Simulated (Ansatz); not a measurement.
A relaxation computed with Ansatz, from input to last step.

```yaml
crystal:
  lattice:
    - [5.7568075828, 0.0, 0.0]
    - [0.0, 5.7568075828, 0.0]
    - [0.0, 0.0, 2.8921123412]
  atoms:
    - { symbol: B, position: [0.0, 0.0, 0.0] }
    - { symbol: B, position: [0.5, 0.5, 0.0] }
    - { symbol: B, position: [0.18, 0.68, 0.5] }
    - { symbol: B, position: [0.32, 0.18, 0.5] }
    - { symbol: B, position: [0.82, 0.32, 0.5] }
    - { symbol: B, position: [0.68, 0.82, 0.5] }
    - { symbol: F, position: [0.38, 0.88, 0.0] }
    - { symbol: F, position: [0.12, 0.38, 0.0] }
    - { symbol: F, position: [0.62, 0.12, 0.0] }
    - { symbol: F, position: [0.88, 0.62, 0.0] }
basis:
  ecutwfc: 420
kpoints:
  mp_grid: { grid: [4, 4, 6] }
hamiltonian:
  xc: pbe
scf:
  occupations: { method: gaussian, width: 0.1 }
  lower_state_search: "off"
output:
  forces: true
  stress: true
  eigenvalues: true
relax:
  adjacent_minimum: "off"
  f_tol: 0.04
  max_steps: 70
  cell: { stress_tol: 0.4 }
```

```bash
ansatz run input.yaml --threads 1 --pin off --max-ram 2560MiB --backend cpu --events-out ev --progress --plain --runs-dir out
```

Computed with DFT PBE, scalar-relativistic, plane waves, PAW in Ansatz 0.2.0.

Of 23 frames 10 are shown, positions in Å and forces in eV/Å; the SCF threshold varies from step to step. Steps run on the plane waves of an earlier cell, with a Pulay correction in the pressure. The basis is chosen afresh for the last frame, the zero of the energies, and at times for earlier ones too; energy and pressure step there, also at an unchanged geometry. Here that happened at steps 12 (-50 meV/atom, 6.1 GPa), 15 (-6 meV/atom, 1.1 GPa), 23 (-2 meV/atom, 0.2 GPa); the frames before carry an error of that size. The mark taken_back stands on steps that the optimiser undid. The end is built of chains, and without a dispersion correction their distances are poorly fixed.

```xyz
10
Lattice="5.7568 0.0000 0.0000 0.0000 5.7568 0.0000 0.0000 0.0000 2.8921" Properties=species:S:1:pos:R:3:forces:R:3 pbc="T T T" step=1 free_energy_over_end_meV_per_atom=1160.26 pressure_GPa=10.89
B     0.0000    0.0000    0.0000    0.0000    0.0000    0.0000
B     2.8784    2.8784    0.0000    0.0000    0.0000    0.0000
B     1.0362    3.9146    1.4461    0.6100    0.6100    0.0000
B     1.8422    1.0362    1.4461   -0.6100    0.6100    0.0000
B     4.7206    1.8422    1.4461   -0.6100   -0.6100    0.0000
B     3.9146    4.7206    1.4461    0.6100   -0.6100    0.0000
F     2.1876    5.0660    0.0000   -1.9777   -1.9777    0.0000
F     0.6908    2.1876    0.0000    1.9777   -1.9777    0.0000
F     3.5692    0.6908    0.0000    1.9777    1.9777    0.0000
F     5.0660    3.5692    0.0000   -1.9777    1.9777    0.0000
10
Lattice="6.1524 0.0000 0.0000 0.0000 6.1524 0.0000 0.0000 0.0000 2.6828" Properties=species:S:1:pos:R:3:forces:R:3 pbc="T T T" step=3 free_energy_over_end_meV_per_atom=840.36 pressure_GPa=-2.93
B     0.0000    0.0000    0.0000    0.0000    0.0000    0.0000
B     3.0762    3.0762    0.0000    0.0000    0.0000    0.0000
B     1.2802    4.3565    1.3414    1.6072    1.6072    0.0000
B     1.7960    1.2802    1.3414   -1.6072    1.6072    0.0000
B     4.8722    1.7960    1.3414   -1.6072   -1.6072    0.0000
B     4.3565    4.8722    1.3414    1.6072   -1.6072    0.0000
F     2.2433    5.3195    0.0000   -0.9333   -0.9333    0.0000
F     0.8329    2.2433    0.0000    0.9333   -0.9333    0.0000
F     3.9091    0.8329    0.0000    0.9333    0.9333    0.0000
F     5.3195    3.9091    0.0000   -0.9333    0.9333    0.0000
10
Lattice="6.4732 0.0000 0.0000 0.0000 6.4732 0.0000 0.0000 0.0000 2.2805" Properties=species:S:1:pos:R:3:forces:R:3 pbc="T T T" step=6 free_energy_over_end_meV_per_atom=241.33 pressure_GPa=-0.72
B     0.0000    0.0000    0.0000    0.0000    0.0000    0.0000
B     3.2366    3.2366    0.0000    0.0000    0.0000    0.0000
B     1.6707    4.9073    1.1403   -0.5450   -0.5450    0.0000
B     1.5658    1.6707    1.1403    0.5450   -0.5450    0.0000
B     4.8024    1.5658    1.1403    0.5450    0.5450    0.0000
B     4.9073    4.8024    1.1403   -0.5450    0.5450    0.0000
F     2.3380    5.5746    0.0000    1.4975    1.4975    0.0000
F     0.8986    2.3380    0.0000   -1.4975    1.4975    0.0000
F     4.1352    0.8986    0.0000   -1.4975   -1.4975    0.0000
F     5.5746    4.1352    0.0000    1.4975   -1.4975    0.0000
10
Lattice="6.6577 0.0000 0.0000 0.0000 6.6577 0.0000 0.0000 0.0000 2.0050" Properties=species:S:1:pos:R:3:forces:R:3 pbc="T T T" step=8 free_energy_over_end_meV_per_atom=98.05 pressure_GPa=6.84
B     0.0000    0.0000    0.0000    0.0000    0.0000    0.0000
B     3.3289    3.3289    0.0000    0.0000    0.0000    0.0000
B     1.8204    5.1492    1.0025   -0.8879   -0.8879    0.0000
B     1.5085    1.8204    1.0025    0.8879   -0.8879    0.0000
B     4.8374    1.5085    1.0025    0.8879    0.8879    0.0000
B     5.1492    4.8374    1.0025   -0.8879    0.8879    0.0000
F     2.5739    5.9028    0.0000    0.4903    0.4903    0.0000
F     0.7550    2.5739    0.0000   -0.4903    0.4903    0.0000
F     4.0838    0.7550    0.0000   -0.4903   -0.4903    0.0000
F     5.9028    4.0838    0.0000    0.4903   -0.4903    0.0000
10
Lattice="6.6481 0.0000 0.0000 0.0000 6.6481 0.0000 0.0000 0.0000 2.0421" Properties=species:S:1:pos:R:3:forces:R:3 pbc="T T T" step=11 free_energy_over_end_meV_per_atom=78.34 pressure_GPa=-0.05
B     0.0000    0.0000    0.0000    0.0000    0.0000    0.0000
B     3.3241    3.3241    0.0000    0.0000    0.0000    0.0000
B     1.7644    5.0884    1.0211    0.0073    0.0073    0.0000
B     1.5597    1.7644    1.0211   -0.0073    0.0073    0.0000
B     4.8838    1.5597    1.0211   -0.0073   -0.0073    0.0000
B     5.0884    4.8838    1.0211    0.0073   -0.0073    0.0000
F     2.5456    5.8696    0.0000   -0.0118   -0.0118    0.0000
F     0.7785    2.5456    0.0000    0.0118   -0.0118    0.0000
F     4.1026    0.7785    0.0000    0.0118    0.0118    0.0000
F     5.8696    4.1026    0.0000   -0.0118    0.0118    0.0000
10
Lattice="6.8078 0.0000 0.0000 0.0000 6.8078 0.0000 0.0000 0.0000 2.0343" Properties=species:S:1:pos:R:3:forces:R:3 pbc="T T T" step=13 free_energy_over_end_meV_per_atom=12.76 pressure_GPa=3.03
B     0.0000    0.0000    0.0000    0.0000    0.0000    0.0000
B     3.4039    3.4039    0.0000    0.0000    0.0000    0.0000
B     1.8162    5.2201    1.0172   -0.0202   -0.0202    0.0000
B     1.5877    1.8162    1.0172    0.0202   -0.0202    0.0000
B     4.9916    1.5877    1.0172    0.0202    0.0202    0.0000
B     5.2201    4.9916    1.0172   -0.0202    0.0202    0.0000
F     2.6025    6.0064    0.0000    0.0554    0.0554    0.0000
F     0.8014    2.6025    0.0000   -0.0554    0.0554    0.0000
F     4.2053    0.8014    0.0000   -0.0554   -0.0554    0.0000
F     6.0064    4.2053    0.0000    0.0554   -0.0554    0.0000
10
Lattice="7.0126 0.0000 0.0000 0.0000 7.0126 0.0000 0.0000 0.0000 2.0348" Properties=species:S:1:pos:R:3:forces:R:3 pbc="T T T" step=16 free_energy_over_end_meV_per_atom=3.24 pressure_GPa=0.17
B     0.0000    0.0000    0.0000    0.0000    0.0000    0.0000
B     3.5063    3.5063    0.0000    0.0000    0.0000    0.0000
B     1.8869    5.3932    1.0174   -0.0080   -0.0080    0.0000
B     1.6194    1.8869    1.0174    0.0080   -0.0080    0.0000
B     5.1257    1.6194    1.0174    0.0080    0.0080    0.0000
B     5.3932    5.1257    1.0174   -0.0080    0.0080    0.0000
F     2.6814    6.1877    0.0000    0.0098    0.0098    0.0000
F     0.8249    2.6814    0.0000   -0.0098    0.0098    0.0000
F     4.3312    0.8249    0.0000   -0.0098   -0.0098    0.0000
F     6.1877    4.3312    0.0000    0.0098   -0.0098    0.0000
10
Lattice="7.2950 0.0000 0.0000 0.0000 7.2950 0.0000 0.0000 0.0000 1.9960" Properties=species:S:1:pos:R:3:forces:R:3 pbc="T T T" step=18 free_energy_over_end_meV_per_atom=6.28 pressure_GPa=-1.81 taken_back
B     0.0000    0.0000    0.0000    0.0000    0.0000    0.0000
B     3.6475    3.6475    0.0000    0.0000    0.0000    0.0000
B     1.9618    5.6093    0.9980    0.0775    0.0775    0.0000
B     1.6857    1.9618    0.9980   -0.0775    0.0775    0.0000
B     5.3332    1.6857    0.9980   -0.0775   -0.0775    0.0000
B     5.6093    5.3332    0.9980    0.0775   -0.0775    0.0000
F     2.7804    6.4279    0.0000   -0.0617   -0.0617    0.0000
F     0.8671    2.7804    0.0000    0.0617   -0.0617    0.0000
F     4.5146    0.8671    0.0000    0.0617    0.0617    0.0000
F     6.4279    4.5146    0.0000   -0.0617    0.0617    0.0000
10
Lattice="7.1550 0.0000 0.0000 0.0000 7.1550 0.0000 0.0000 0.0000 1.9951" Properties=species:S:1:pos:R:3:forces:R:3 pbc="T T T" step=21 free_energy_over_end_meV_per_atom=2.14 pressure_GPa=0.40
B     0.0000    0.0000    0.0000    0.0000    0.0000    0.0000
B     3.5775    3.5775    0.0000    0.0000    0.0000    0.0000
B     1.9197    5.4973    0.9976   -0.0078   -0.0078    0.0000
B     1.6578    1.9197    0.9976    0.0078   -0.0078    0.0000
B     5.2353    1.6578    0.9976    0.0078    0.0078    0.0000
B     5.4973    5.2353    0.9976   -0.0078    0.0078    0.0000
F     2.7311    6.3086    0.0000    0.0150    0.0150    0.0000
F     0.8465    2.7311    0.0000   -0.0150    0.0150    0.0000
F     4.4240    0.8465    0.0000   -0.0150   -0.0150    0.0000
F     6.3086    4.4240    0.0000    0.0150   -0.0150    0.0000
10
Lattice="7.1778 0.0000 0.0000 0.0000 7.1778 0.0000 0.0000 0.0000 1.9973" Properties=species:S:1:pos:R:3:forces:R:3 pbc="T T T" step=23 free_energy_over_end_meV_per_atom=0.00 pressure_GPa=0.09
B     0.0000    0.0000    0.0000    0.0000    0.0000    0.0000
B     3.5889    3.5889    0.0000    0.0000    0.0000    0.0000
B     1.9321    5.5210    0.9987    0.0017    0.0017    0.0000
B     1.6568    1.9321    0.9987   -0.0017    0.0017    0.0000
B     5.2456    1.6568    0.9987   -0.0017   -0.0017    0.0000
B     5.5210    5.2456    0.9987    0.0017   -0.0017    0.0000
F     2.7442    6.3331    0.0000   -0.0207   -0.0207    0.0000
F     0.8446    2.7442    0.0000    0.0207   -0.0207    0.0000
F     4.4335    0.8446    0.0000    0.0207    0.0207    0.0000
F     6.3331    4.4335    0.0000   -0.0207    0.0207    0.0000
```

The start puts this composition into another compound's structure type, which needn't suit it. At the end the space group is P4/mbm (tolerance 0.05 Å).

Time: 110 s on 1 thread of Arm Neoverse V2, on a shared host, peak memory 0.37 GiB.

The k mesh is coarse. Spin polarisation was left out, and a magnetic state may lie lower.